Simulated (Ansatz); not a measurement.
Ba$_{2}$MgMoO$_{6}$:
```
Ba2MgMoO6
1.0
    0.00000     4.04905     4.04905
    4.04905     0.00000     4.04905
    4.04905     4.04905     0.00000
Ba Mg Mo O
2 1 1 6
Direct
  0.25000   0.25000   0.25000
  0.75000   0.75000   0.75000
  0.50000   0.50000   0.50000
  0.00000   0.00000   0.00000
  0.76186   0.23814   0.23814
  0.23814   0.76186   0.76186
  0.23814   0.76186   0.23814
  0.76186   0.23814   0.76186
  0.23814   0.23814   0.76186
  0.76186   0.76186   0.23814
```

DFT-r²SCAN in the program Ansatz with PAW potentials gives a gap of 2.50 eV without spin–orbit coupling, maximum at Γ, minimum at X.

**Question.** What happens when spin–orbit coupling is switched on?

**Answer.** The gap shrinks by 0.01 eV, to 2.49 eV; maximum at Γ, minimum at X.

**Question.** How large is the spin–orbit splitting of the valence top at Γ?

**Answer.** The fourfold level lies 0.02 eV above the split-off pair.

**Question.** Give the electron effective mass with spin–orbit coupling.

**Answer.** 0.86, 0.86, 3.1 mₑ (principal values).

**Question.** Give the hole effective mass with spin–orbit coupling, band 1 of 2 at the edge.

**Answer.** 3.1 along [100], 2.3 along [110], 2.0 along [111] (mₑ).

**Question.** Give the hole effective mass with spin–orbit coupling, band 2 of 2 at the edge.

**Answer.** 1.3 along [100], 1.5 along [110], 1.7 along [111] (mₑ).

Space group Fm-3m. The workflow started from a Materials Project entry (that database holds measured and hypothetical structures alike); the Crystallography Open Database copy checked does not list it. Its standing as an ambient phase is unchecked. Symmetry was held in the r²SCAN relaxation; its stability against distortions is not shown here. The run is not spin-polarised. No Hubbard U is applied.

Potentials: the later of the program's two PAW sets.
